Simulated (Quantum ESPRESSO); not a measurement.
# Al2InGaAs4: finding a planted mistake in a log

A calculation, not a measurement. The program is pw.x of Quantum ESPRESSO 7.5 (plane-wave density functional theory). The cell is made up: 8 atoms on a zincblende/diamond lattice, with randomly drawn elements, strain and displacements, not relaxed. PseudoDojo standard norm-conserving files (v0.5 for PBE, v0.4.1 for LDA and PBEsol) set the functional; there is no spin polarisation, spin-orbit coupling or dispersion term, and the masses in the input are unused placeholders.

Intended input:

```
&control calculation='scf', pseudo_dir='./dojo.nc.sr.pbe.v0_5.standard.upf', outdir='./o', disk_io='low', tprnfor=.true., tstress=.true. /
&system ibrav=0, nat=8, ntyp=4, nbnd=52, ecutwfc=84.00895049, nosym=.true., tot_charge=0,
 occupations='smearing', smearing='fd', degauss=0.0018374661
/
&electrons conv_thr=7.350e-09, electron_maxstep=60, /
ATOMIC_SPECIES
Al 1.0 Al.upf
As 1.0 As.upf
Ga 1.0 Ga.upf
In 1.0 In.upf
CELL_PARAMETERS angstrom
5.8056 0.0 0.0
0.0 5.8056 0.0
0.0 0.0 5.8056
ATOMIC_POSITIONS angstrom
Al 0.0695 -0.0552 -0.0347
In -0.0005 2.902 2.8679
Ga 2.917 -0.0496 2.865
Al 2.8439 2.9241 -0.0236
As 1.4418 1.5406 1.4607
As 1.4559 4.3514 4.3936
As 4.2941 1.4655 4.3681
As 4.4393 4.3734 1.4466
K_POINTS automatic
4 4 4 1 1 1
```

The log is shortened where brackets say so; the opening notice, blank lines, dates and the lines on written files are dropped, and the path of the files is cut. It prints rydbergs, bohrs and kilobars, and counts compression as positive stress.

Log of the intended run:

```
     Program PWSCF v.7.5
     Parallel version (MPI & OpenMP), running on       4 processor cores
     Number of MPI processes:                 4
     Threads/MPI process:                     1
     [start-up lines left out]
     bravais-lattice index     =            0
     lattice parameter (alat)  =      10.9710  a.u.
     unit-cell volume          =    1320.4986 (a.u.)^3
     number of atoms/cell      =            8
     number of atomic types    =            4
     number of electrons       =        92.00
     number of Kohn-Sham states=           52
     kinetic-energy cutoff     =      84.0090  Ry
     charge density cutoff     =     336.0358  Ry
     scf convergence threshold =      7.3E-09
     mixing beta               =       0.7000
     number of iterations used =            8  plain     mixing
     Exchange-correlation= PBE
                           (   1   4   3   4   0   0   0)
     [axes and pseudopotential details left out]
   Cartesian axes
     site n.     atom                  positions (alat units)
         1        Al     tau(   1) = (   0.0119712  -0.0095081  -0.0059770  )
         2        In     tau(   2) = (  -0.0000861   0.4998622   0.4939886  )
         3        Ga     tau(   3) = (   0.5024459  -0.0085435   0.4934890  )
         4        Al     tau(   4) = (   0.4898546   0.5036689  -0.0040650  )
         5        As     tau(   5) = (   0.2483464   0.2653645   0.2516019  )
         6        As     tau(   6) = (   0.2507751   0.7495177   0.7567866  )
         7        As     tau(   7) = (   0.7396479   0.2524287   0.7523942  )
         8        As     tau(   8) = (   0.7646583   0.7533072   0.2491732  )
     number of k points=    32  Fermi-Dirac smearing, width (Ry)=  0.0018
                       cart. coord. in units 2pi/alat
        k(    1) = (   0.1250000   0.1250000   0.1250000), wk =   0.0625000
        k(    2) = (   0.1250000   0.1250000   0.3750000), wk =   0.0625000
     [further k points left out]
     Dense  grid:   137065 G-vectors     FFT dimensions: (  72,  72,  72)
     Estimated max dynamical RAM per process >     316.50 MB
     Estimated total dynamical RAM >       1.14 GB
     Initial potential from superposition of free atoms
     starting charge      91.9876, renormalised to      92.0000
     Starting wfcs are   62 randomized atomic wfcs
     total cpu time spent up to now is        4.9 secs
     per-process dynamical memory:   223.4 Mb
     Self-consistent Calculation
     iteration #  1     ecut=    84.01 Ry     beta= 0.70
     Davidson diagonalization with overlap
     ethr =  1.00E-02,  avg # of iterations =  4.2
     Threshold (ethr) on eigenvalues was too large:
     Diagonalizing with lowered threshold
     Davidson diagonalization with overlap
     ethr =  2.59E-04,  avg # of iterations =  3.6
     total cpu time spent up to now is       23.6 secs
     total energy              =   -1143.77596079 Ry
     estimated scf accuracy    <       0.24946947 Ry
     iteration #  2     ecut=    84.01 Ry     beta= 0.70
     Davidson diagonalization with overlap
     ethr =  2.71E-04,  avg # of iterations =  3.2
     total cpu time spent up to now is       32.8 secs
     total energy              =   -1143.82112974 Ry
     estimated scf accuracy    <       0.04726059 Ry
     [iterations 3 to 9 left out]
     iteration # 10     ecut=    84.01 Ry     beta= 0.70
     Davidson diagonalization with overlap
     ethr =  4.65E-11,  avg # of iterations =  2.0
     total cpu time spent up to now is      109.7 secs
     total energy              =   -1143.83305441 Ry
     estimated scf accuracy    <          9.0E-09 Ry
     iteration # 11     ecut=    84.01 Ry     beta= 0.70
     Davidson diagonalization with overlap
     ethr =  9.74E-12,  avg # of iterations =  3.0
     total cpu time spent up to now is      118.3 secs
     End of self-consistent calculation
     [lines on levels left out]
!    total energy              =   -1143.83305442 Ry
     estimated scf accuracy    <          2.0E-10 Ry
     smearing contrib. (-TS)   =      -0.00000000 Ry
     internal energy E=F+TS    =   -1143.83305442 Ry
     The total energy is F=E-TS. E is the sum of the following terms:
     one-electron contribution =    -682.52737031 Ry
     hartree contribution      =     389.71270803 Ry
     xc contribution           =    -276.42081511 Ry
     ewald contribution        =    -574.59757703 Ry
     convergence has been achieved in  11 iterations
     Forces acting on atoms (cartesian axes, Ry/au):
     atom    1 type  1   force =    -0.02143839    0.04373353    0.01312736
     atom    2 type  4   force =    -0.01676094   -0.00236252    0.04910168
     atom    3 type  3   force =    -0.00044967    0.02021953    0.00486285
     atom    4 type  1   force =     0.02948619   -0.00131781    0.01658769
     atom    5 type  2   force =     0.04717713   -0.07571235   -0.05104617
     atom    6 type  2   force =     0.02806960    0.02126658   -0.00468479
     atom    7 type  2   force =    -0.00707399   -0.03549979    0.02399282
     atom    8 type  2   force =    -0.05900994    0.02967283   -0.05194144
     Total force =     0.166113     Total SCF correction =     0.000070
     Computing stress (Cartesian axis) and pressure
          total   stress  (Ry/bohr**3)                   (kbar)     P=       23.91
   0.00015933  -0.00011435  -0.00007069           23.44      -16.82      -10.40
  -0.00011435   0.00015601   0.00000214          -16.82       22.95        0.32
  -0.00007069   0.00000214   0.00017223          -10.40        0.32       25.34
     init_run     :      4.61s CPU      4.78s WALL (       1 calls)
     electrons    :    112.94s CPU    113.44s WALL (       1 calls)
     forces       :      1.32s CPU      1.35s WALL (       1 calls)
     stress       :      4.47s CPU      4.47s WALL (       1 calls)
     [timing details left out]
     PWSCF        :   2m 3.53s CPU   2m 4.28s WALL
     JOB DONE.
```

A second run was made from an input with one planted mistake. Its log:

```
     Program PWSCF v.7.5
     Parallel version (MPI & OpenMP), running on       4 processor cores
     Number of MPI processes:                 4
     Threads/MPI process:                     1
     [start-up lines left out]
     bravais-lattice index     =            0
     lattice parameter (alat)  =      10.9710  a.u.
     unit-cell volume          =    1320.4986 (a.u.)^3
     number of atoms/cell      =            8
     number of atomic types    =            4
     number of electrons       =        92.00
     number of Kohn-Sham states=           52
     kinetic-energy cutoff     =      84.0090  Ry
     charge density cutoff     =     336.0358  Ry
     scf convergence threshold =      7.3E-09
     mixing beta               =       0.7000
     number of iterations used =            8  plain     mixing
     Exchange-correlation= PBE
                           (   1   4   3   4   0   0   0)
     [axes and pseudopotential details left out]
   Cartesian axes
     site n.     atom                  positions (alat units)
         1        Al     tau(   1) = (   0.0119712  -0.0095081  -0.0059770  )
         2        In     tau(   2) = (  -0.0000861   0.4998622   0.4939886  )
         3        Ga     tau(   3) = (   0.5024459  -0.0085435   0.4934890  )
         4        Al     tau(   4) = (   0.4898546   0.5036689  -0.0040650  )
         5        As     tau(   5) = (   0.2483464   0.2653645   0.2516019  )
         6        As     tau(   6) = (   0.2507751   0.7495177   0.7567866  )
         7        As     tau(   7) = (   0.7396479   0.2524287   0.7523942  )
         8        As     tau(   8) = (   0.7646583   0.7533072   0.2491732  )
     number of k points=     1  Fermi-Dirac smearing, width (Ry)=  0.0018
                       cart. coord. in units 2pi/alat
        k(    1) = (  -0.5000000  -0.5000000  -0.5000000), wk =   2.0000000
     Dense  grid:   137065 G-vectors     FFT dimensions: (  72,  72,  72)
     Estimated max dynamical RAM per process >     207.51 MB
     Estimated total dynamical RAM >     729.65 MB
     Initial potential from superposition of free atoms
     starting charge      91.9876, renormalised to      92.0000
     Starting wfcs are   62 randomized atomic wfcs
     total cpu time spent up to now is        2.0 secs
     per-process dynamical memory:   140.5 Mb
     Self-consistent Calculation
     iteration #  1     ecut=    84.01 Ry     beta= 0.70
     Davidson diagonalization with overlap
     ethr =  1.00E-02,  avg # of iterations =  3.0
     Threshold (ethr) on eigenvalues was too large:
     Diagonalizing with lowered threshold
     Davidson diagonalization with overlap
     ethr =  5.55E-04,  avg # of iterations =  2.0
     total cpu time spent up to now is        4.0 secs
     total energy              =   -1143.07699928 Ry
     estimated scf accuracy    <       0.52370120 Ry
     iteration #  2     ecut=    84.01 Ry     beta= 0.70
     Davidson diagonalization with overlap
     ethr =  5.69E-04,  avg # of iterations =  3.0
     total cpu time spent up to now is        5.1 secs
     total energy              =   -1143.17879981 Ry
     estimated scf accuracy    <       0.10520062 Ry
     [iterations 3 to 9 left out]
     iteration # 10     ecut=    84.01 Ry     beta= 0.70
     Davidson diagonalization with overlap
     ethr =  4.51E-11,  avg # of iterations =  4.0
     total cpu time spent up to now is       14.5 secs
     total energy              =   -1143.20313809 Ry
     estimated scf accuracy    <       0.00000001 Ry
     iteration # 11     ecut=    84.01 Ry     beta= 0.70
     Davidson diagonalization with overlap
     ethr =  1.54E-11,  avg # of iterations =  2.0
     total cpu time spent up to now is       15.6 secs
     End of self-consistent calculation
     [lines on levels left out]
!    total energy              =   -1143.20313810 Ry
     estimated scf accuracy    <          6.8E-10 Ry
     smearing contrib. (-TS)   =      -0.00000000 Ry
     internal energy E=F+TS    =   -1143.20313810 Ry
     The total energy is F=E-TS. E is the sum of the following terms:
     one-electron contribution =    -684.58777589 Ry
     hartree contribution      =     392.68470138 Ry
     xc contribution           =    -276.70248656 Ry
     ewald contribution        =    -574.59757703 Ry
     convergence has been achieved in  11 iterations
     Forces acting on atoms (cartesian axes, Ry/au):
     atom    1 type  1   force =    -0.02382017    0.04255310    0.01762477
     atom    2 type  4   force =    -0.01671485    0.00149593    0.04762609
     atom    3 type  3   force =     0.00562348    0.02999214    0.01506545
     atom    4 type  1   force =     0.02581022   -0.00271671    0.01580640
     atom    5 type  2   force =     0.05018789   -0.07587657   -0.06214815
     atom    6 type  2   force =     0.03260146    0.02122632    0.00387612
     atom    7 type  2   force =    -0.02014962   -0.04877970    0.01794623
     atom    8 type  2   force =    -0.05353841    0.03210549   -0.05579691
     Total force =     0.176366     Total SCF correction =     0.000178
     Computing stress (Cartesian axis) and pressure
          total   stress  (Ry/bohr**3)                   (kbar)     P=       71.80
   0.00048839  -0.00012023  -0.00007165           71.85      -17.69      -10.54
  -0.00012023   0.00047530  -0.00000098          -17.69       69.92       -0.14
  -0.00007165  -0.00000098   0.00050064          -10.54       -0.14       73.65
     init_run     :      1.88s CPU      1.94s WALL (       1 calls)
     electrons    :     13.47s CPU     13.56s WALL (       1 calls)
     forces       :      0.32s CPU      0.34s WALL (       1 calls)
     stress       :      0.70s CPU      0.70s WALL (       1 calls)
     [timing details left out]
     PWSCF        :     16.45s CPU     16.66s WALL
     JOB DONE.
```

Question: what was wrong in the second input?

Answer: the k-point mesh is too coarse. The input lines that differ, file-writing options aside:

```
- 4 4 4 1 1 1
+ 1 1 1 1 1 1
```

|  | intended run | run with the mistake |
| --- | --- | --- |
| free energy (eV) | -15562.642 | -15554.071 |
| smearing term -TS (eV) | 0.0000 | 0.0000 |
| pressure (GPa) | 2.39 | 7.18 |
| largest force component (eV/Å) | 1.947 | 1.951 |
| largest change of a force component (eV/Å) |  | 0.341 |
| iterations | 11 | 11 |

For scale, a rerun of the intended cell at 1437 eV and a 6 x 6 x 6 mesh moved values by no more than 0.011 eV in energy, 0.02 GPa in stress and 0.003 eV/Å in force.